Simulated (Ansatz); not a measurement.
K2NaRhCl6 single point

Input file of Ansatz 0.2.0:

```yaml
crystal:
  lattice:
    - [0.0, 4.844304, 4.844304]
    - [4.844304, 0.0, 4.844304]
    - [4.844304, 4.844304, 0.0]
  atoms:
    - { symbol: K, position: [0.25, 0.25, 0.25] }
    - { symbol: K, position: [0.75, 0.75, 0.75] }
    - { symbol: Cl, position: [0.762, 0.238, 0.238] }
    - { symbol: Cl, position: [0.238, 0.762, 0.238] }
    - { symbol: Cl, position: [0.238, 0.762, 0.762] }
    - { symbol: Cl, position: [0.762, 0.238, 0.762] }
    - { symbol: Cl, position: [0.238, 0.238, 0.762] }
    - { symbol: Cl, position: [0.762, 0.762, 0.238] }
    - { symbol: Rh, position: [0.0, 0.0, 0.0] }
    - { symbol: Na, position: [0.5, 0.5, 0.5] }
  symmetry: { tolerance: 0.0003 }
kpoints:
  mp_grid: { grid: [5, 5, 5], shift: [0, 0, 0] }
  band_path:
    path:
      - [0.0, 0.0, 0.0]
      - [0.5, 0.0, 0.5]
      - [0.625, 0.25, 0.625]
      - [0.375, 0.375, 0.75]
      - [0.0, 0.0, 0.0]
      - [0.5, 0.5, 0.5]
      - [0.5, 0.25, 0.75]
      - [0.5, 0.0, 0.5]
    npoints: 8
magnetization:
  spin_polarized: false
scf:
  occupations: { method: gaussian, width: 0.1512 }
  lower_state_search: "off"
  max_iter: 200
hamiltonian:
  pseudopotentials: { kind: paw }
  xc: pbe
basis:
  ecutwfc: 420
  fft_grid_basis: typed
output:
  forces: true
  stress: true
  eigenvalues: true
  bader: true
  populations: true
  elf: true
  write_potential: true
  volumetric_format: npy
  dos:
    e_range: [-12, 8]
    de: 0.05
    projected: { site_lists: { Cl: [Cl], K: [K], Na: [Na], Rh: [Rh] } }
checkpoint:
  read: saved_state
```

The run starts from an earlier solution of this cell. 

Excerpt of what it printed:

```
Free energy (F): -17455.2681 eV
Harris-Foulkes:  -17455.2681 eV  (|F-HF|=8.57e-9)
Internal energy: -17455.2681 eV  (E = F + TS)
E sigma→0 (E₀):  -17455.2681 eV
Fermi energy:    5.3347 eV
--- Forces (eV/Å), atoms counted from 1 ---
  atom   1  K      0.0000     0.0000     0.0000
  atom   2  K      0.0000     0.0000     0.0000
  atom   3  Cl     0.0328     0.0000     0.0000
  atom   4  Cl     0.0000     0.0328     0.0000
  atom   5  Cl    -0.0328     0.0000     0.0000
  atom   6  Cl     0.0000    -0.0328     0.0000
  atom   7  Cl     0.0000     0.0000     0.0328
  atom   8  Cl     0.0000     0.0000    -0.0328
  atom   9  Rh     0.0000     0.0000     0.0000
  atom  10  Na     0.0000     0.0000     0.0000
--- Stress (GPa, compression-positive) ---
        5.1664       0.0000       0.0000
        0.0000       5.1664       0.0000
        0.0000       0.0000       5.1664
  P = ⅓ Tr σ = 5.1664 GPa (51.664 kbar)
```

Origin: a known structure type with other elements, at an estimated volume, so it need not be a known compound. Caveats: wide smearing.
